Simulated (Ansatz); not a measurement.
The start is a generated cell, TiC built in the AFLOW prototype AB_hR2_166_a_b (L1_1, as in CuPt). A full variable-cell relaxation at zero pressure is run with PBEsol (plane waves to 420 eV, PAW, scalar-relativistic; Ansatz, an electronic-structure program). The first steps use a coarse 11×11×11 k-mesh.

Starting cell:
```
TiC
1.0
    1.23681     0.71407     3.94620
   -1.23681     0.71407     3.94620
    0.00000    -1.42815     3.94620
C Ti
1 1
Cartesian
  0.00000   0.00000   0.00000
  0.00000   0.00000   5.91930
```

```json
{
  "initial_pressure": "-5 GPa (negative: the cell is under tension)",
  "outcome": "The space group goes from R-3m (No. 166) to Fm-3m (No. 225); the end is rock salt type, with 2 atoms in the primitive cell",
  "energy_released": "2.12 eV/atom",
  "volume_change": "-5.4 %, from 10.46 to 9.89 Å³/atom",
  "band_gap_at_the_end": "zero (metallic)",
  "optimiser_moves": "14"
}
```

It ends as:

Space group Fm-3m (No. 225); a = 4.293 Å, b = 4.293 Å, c = 4.293 Å, α = 90.00°, β = 90.00°, γ = 90.00°

```
atom  site  symmetry       x       y       z
----  ----  --------  ------  ------  ------
C       4a      m-3m  0.0000  0.0000  0.0000
Ti      4b      m-3m  0.5000  0.5000  0.5000
```
(The calculation used a cell of 2 atoms; values per cell refer to that cell.)

Final values are on a 19×19×19 k-mesh of the relaxed cell. No spin polarisation in the result.

The run could not lose the symmetry of its start.

All atoms sit on sites fixed by symmetry, so only the cell could relax.
